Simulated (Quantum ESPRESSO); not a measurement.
Band energies of K2SnF6

```
K2SnF6
1.0
    5.85644     0.00000     0.00000
   -2.92822     5.07183     0.00000
    0.00000     0.00000     4.58208
F K Sn
6 2 1
Cartesian
  1.48798   4.24030   1.07583
  1.44025   0.83153   3.50625
 -1.48798   4.24030   1.07583
  4.41620   0.83153   3.50625
  0.00000   1.66305   1.07583
  2.92822   3.40877   3.50625
  2.92822   1.69061   1.37563
  0.00000   3.38122   3.20645
  0.00000   0.00000   0.00000
```

LDA (Quantum ESPRESSO, PseudoDojo norm-conserving, 84 Ry, without SOC); path ΓMKΓALHA,LM,KH; energies in eV from the valence-band maximum.

| k (1/Å) | point | band 33 | band 34 | band 35 | band 36 | band 37 | band 38 | band 39 | band 40 |
|---|---|---|---|---|---|---|---|---|---|
| 0.00 | Γ | -0.48 | -0.21 | -0.10 | -0.10 | 0.00 | 5.19 | 9.94 | 9.97 |
| 0.21 |  | -0.49 | -0.21 | -0.16 | -0.11 | -0.04 | 5.42 | 9.59 | 10.13 |
| 0.62 | M | -0.55 | -0.29 | -0.25 | -0.19 | -0.07 | 6.21 | 9.00 | 10.84 |
| 0.62 | K | -0.68 | -0.25 | -0.23 | -0.23 | -0.19 | 6.33 | 9.60 | 9.60 |
| 0.80 |  | -0.60 | -0.27 | -0.20 | -0.18 | -0.18 | 6.19 | 9.27 | 10.15 |
| 0.98 |  | -0.53 | -0.25 | -0.19 | -0.13 | -0.11 | 5.79 | 9.34 | 10.40 |
| 1.33 | Γ | -0.48 | -0.21 | -0.10 | -0.10 | 0.00 | 5.19 | 9.94 | 9.97 |
| 1.68 |  | -0.49 | -0.49 | -0.09 | -0.03 | -0.03 | 5.68 | 9.18 | 9.97 |
| 1.85 |  | -0.37 | -0.37 | -0.17 | -0.03 | -0.03 | 6.03 | 8.95 | 9.86 |
| 2.02 | A | -0.30 | -0.30 | -0.22 | -0.05 | -0.05 | 6.18 | 8.87 | 9.85 |
| 2.23 |  | -0.36 | -0.32 | -0.19 | -0.11 | -0.05 | 6.27 | 9.06 | 9.98 |
| 2.64 | L | -0.42 | -0.37 | -0.26 | -0.16 | -0.05 | 6.57 | 9.79 | 10.28 |
| 2.82 |  | -0.48 | -0.33 | -0.26 | -0.15 | -0.07 | 6.59 | 9.86 | 10.34 |
| 3.00 | H | -0.52 | -0.29 | -0.29 | -0.11 | -0.11 | 6.62 | 9.94 | 10.45 |
| 3.18 |  | -0.49 | -0.32 | -0.25 | -0.15 | -0.07 | 6.57 | 9.78 | 10.38 |
| 3.53 |  | -0.35 | -0.32 | -0.20 | -0.09 | -0.05 | 6.25 | 9.01 | 9.95 |
| 3.71 | A | -0.30 | -0.30 | -0.22 | -0.05 | -0.05 | 6.18 | 8.87 | 9.85 |
| 3.71 | L | -0.42 | -0.37 | -0.26 | -0.16 | -0.05 | 6.57 | 9.79 | 10.28 |
| 3.85 |  | -0.46 | -0.39 | -0.23 | -0.21 | -0.02 | 6.53 | 9.89 | 10.03 |
| 4.12 |  | -0.53 | -0.30 | -0.26 | -0.21 | -0.04 | 6.32 | 9.30 | 10.52 |
| 4.26 |  | -0.57 | -0.26 | -0.25 | -0.22 | -0.06 | 6.24 | 9.08 | 10.82 |
| 4.40 | M | -0.55 | -0.29 | -0.25 | -0.19 | -0.07 | 6.21 | 9.00 | 10.84 |
| 4.40 | K | -0.68 | -0.25 | -0.23 | -0.23 | -0.19 | 6.33 | 9.60 | 9.60 |
| 4.74 |  | -0.55 | -0.38 | -0.32 | -0.11 | -0.11 | 6.46 | 9.94 | 9.94 |
| 5.08 | H | -0.52 | -0.29 | -0.29 | -0.11 | -0.11 | 6.62 | 9.94 | 10.45 |

The LDA gap is 5.19 eV and nearly direct: the edges lie at Γ and Γ, the smallest direct gap within 0.02 eV of it. Another valence extremum on the path lies within 0.02 eV, too close to call.

Spin-orbit splittings are left out.

Geometry of the Materials Project entry, not relaxed at this level.

The structure is a Materials Project entry; no match was found in the copy of COD used, and its stability was not checked.
